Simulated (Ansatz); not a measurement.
CoW (rock salt, Fm-3m) at seven volumes, DFT-PBE in the program Ansatz with PAW potentials, scaled uniformly. One row is withheld.

```
V (Å³/atom)  P (GPa)
-----------  -------
13.189         27.14
13.623             ?
14.058          7.61
14.493         -0.01
14.928         -6.48
15.363        -11.97
15.797        -16.63
```

Question: Fit the shown pressures and predict the withheld one.

Answer: P = (3/2)B₀(x^(7/2) − x^(5/2))[1 + (3/4)(B′ − 4)(x − 1)] with x = (V₀/V)^(2/3). Least squares on the six rows gives V₀ = 14.492 Å³/atom, B₀ = 234 GPa, B′ = 4.44. At V = 13.623, x = 1.0421 and P = 16.60 GPa. The run itself gave 16.58 GPa.

The start of the workflow was typed in or built on a structure type; neither database checked (COD, Materials Project) lists it. Whether it is the stable phase at ambient conditions was not checked. Symmetry was held in the PBE relaxation; its stability against distortions is not shown here. The workflow began spin-polarised and lost its moments. Its formation energy is positive at this level, so the cell may be metastable or incomplete. Scalar-relativistic: spin–orbit coupling is off unless named, which matters more the heavier the elements.

Potentials: the earlier of the program's two PAW sets.
